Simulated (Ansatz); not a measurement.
**SbTePd: reading a single point**

```yaml
crystal:
  lattice:
    - [6.63968, 0.00000, 0.00000]
    - [0.00000, 6.63968, 0.00000]
    - [0.00000, 0.00000, 6.63968]
  atoms:
    - { symbol: Pd, position: [0.99802, 0.99802, 0.99802] }
    - { symbol: Pd, position: [0.50198, 0.00198, 0.49802] }
    - { symbol: Pd, position: [0.49802, 0.50198, 0.00198] }
    - { symbol: Pd, position: [0.00198, 0.49802, 0.50198] }
    - { symbol: Sb, position: [0.62709, 0.62709, 0.62709] }
    - { symbol: Sb, position: [0.87291, 0.37291, 0.12709] }
    - { symbol: Sb, position: [0.12709, 0.87291, 0.37291] }
    - { symbol: Sb, position: [0.37291, 0.12709, 0.87291] }
    - { symbol: Te, position: [0.37278, 0.37278, 0.37278] }
    - { symbol: Te, position: [0.12722, 0.62722, 0.87278] }
    - { symbol: Te, position: [0.87278, 0.12722, 0.62722] }
    - { symbol: Te, position: [0.62722, 0.87278, 0.12722] }
```

Level: r2SCAN, no spin polarisation; 500 eV; 5×5×5 Γ-centred mesh; fermi-dirac occupations (width 0.0514 eV); Ansatz 0.2.0, fixed geometry.

(1) Is the cell too large or too small?

(2) What do density and ELF say about some of the short contacts?

(3) What happens at the Fermi level?

(4) Where is the largest force?

Origin: a database entry at a rescaled volume.

Results:

(1) The pressure is -1.4 GPa (compression positive), so with the atoms held at these fractions the cell would first shrink.

(2) Pd–Te at 2.74 Å: least valence density 0.38 e/Å³ and ELF 0.34 there. Pd–Sb at 2.76 Å: least valence density 0.37 e/Å³ and ELF 0.46 there. Sb–Te at 2.92 Å: least valence density 0.36 e/Å³ and ELF 0.67 there. Both are smooth PAW fields, read partly inside the augmentation spheres.

(3) It is a metal, with about 5.4 states/eV a cell as the mean within 0.25 eV of the Fermi level, mostly Te p (32 %), Sb p (29 %) and Pd d (27 %).

(4) The largest is on Pd2 (and as large on other atoms): 0.51 eV/Å, components (-0.30, -0.30, 0.30). It makes 121° with the line to a nearest neighbour, Te9 at 2.74 Å.
